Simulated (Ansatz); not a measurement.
Relaxed-ion elastic tensor of SbPt (NiAs type, space group No. 194) in GPa (Voigt order), the program Ansatz at the PBEsol level (PAW); density 12.76 g/cm³, 20.61 Å³ per atom.

```
 181   122   102   0.0   0.0   0.0
 122   181   102   0.0   0.0   0.0
 102   102   260   0.0   0.0   0.0
 0.0   0.0   0.0  28.7   0.0   0.0
 0.0   0.0   0.0   0.0  28.7   0.0
 0.0   0.0   0.0   0.0   0.0  29.8
```

Q: Is the crystal mechanically stable?

A: Yes: the smallest eigenvalue of C is 28.7 GPa.

Q: Work out the Voigt, Reuss and Hill averages.

A: K_V = 142, K_R = 140, K_H = 141; G_V = 37.2, G_R = 33.0, G_H = 35.1 GPa.

Q: Give Young's modulus, Poisson's ratio, Pugh's ratio and the universal anisotropy index.

A: E = 9KG/(3K + G) = 97.2 GPa; ν = 0.38; K/G = 4.01 (ductile by the Pugh limit of 1.75); A_U = 5G_V/G_R + K_V/K_R − 6 = 0.65.

Q: Estimate the sound speeds and the Debye temperature.

A: v_l = √((K + 4G/3)/ρ) = 3830 m/s, v_t = √(G/ρ) = 1660 m/s, mean 1870 m/s; Θ = (h/k)(3n/4πV)^(1/3) v_m = 203 K.

Q: How much does each axis shrink under pressure?

A: Linear compressibilities β_i = Σ_j S_ij (j = 1 to 3): x 2.7, y 2.7, z 1.7 per TPa.

Space group P6_3/mmc (NiAs type). The workflow started from a Materials Project entry (that database holds measured and hypothetical structures alike); the Crystallography Open Database files this formula in space group No. 194, but the cells were not matched. Whether it is the stable phase at ambient conditions was not checked. The PBEsol relaxation kept the symmetry of its start; whether a distortion lowers the energy is not shown. The run is not spin-polarised. As this level gives no gap, shear constants depend on the k-mesh and smearing (Fermi–Dirac, 0.1 eV here). Scalar-relativistic: spin–orbit coupling is off unless named, which matters more the heavier the elements.

Potentials: the later of the program's two PAW sets.
